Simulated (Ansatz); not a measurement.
A trial structure of FeRuC6N6 was built thus: cyanide-bridged rock-salt net of two metals, 0 guest cations a cell (Fm-3m, No. 225). Lengths were set from tabulated atomic sizes, so they are only a guess.

Space group Fm-3m (No. 225). a = 10.186 Å, b = 10.186 Å, c = 10.186 Å, α = 90.00°, β = 90.00°, γ = 90.00°
```
atom  site  symmetry       x       y       z
  Fe    4a      m-3m  0.0000  0.0000  0.0000
  Ru    4b      m-3m  0.5000  0.0000  0.0000
   C   24e      4m.m  0.1903  0.0000  0.0000
   N   24e      4m.m  0.3051  0.0000  0.0000
```

The calculation used DFT PBE, scalar-relativistic, plane waves, PAW (Ansatz). Cutoff 420 eV, Gaussian smearing, Γ-centred meshes. Cell and atoms relax first on a coarse mesh and then on a finer one. In between, the cell is made exact in the group found at 0.06 Å. In metals the finer mesh still leaves noise of several meV/atom or more. The steps can't lower the symmetry of their start. Collinear spin, starting moments Fe 4.0; Ru 1.0 μB.

A guess keeps its type if space group and coordination stay and the shape of the cell changes little (axis ratios within about 15 %, angles within 6°); the volume may change.

Problem. Will the relaxed cell still be of the starting type?

Solution. It keeps its type. The symmetry stays Fm-3m (No. 225). The volume per atom shrinks by 2.6 %, from 18.9 to 18.4 Å³. The shortest distance stays 1.17 Å (C–N). Counting neighbours within 15 % of an atom's shortest distance, the start has C 1, Fe 6, N 1, Ru 6 and the end C 1, Fe 6, N 1, Ru 6.

The last run used collinear spin, a 6×6×6 mesh for its 14-atom cell and Gaussian smearing of 0.10 eV. The magnetic state reached may not be the lowest. Symmetry constrained the relaxation, so the result can be a saddle point.
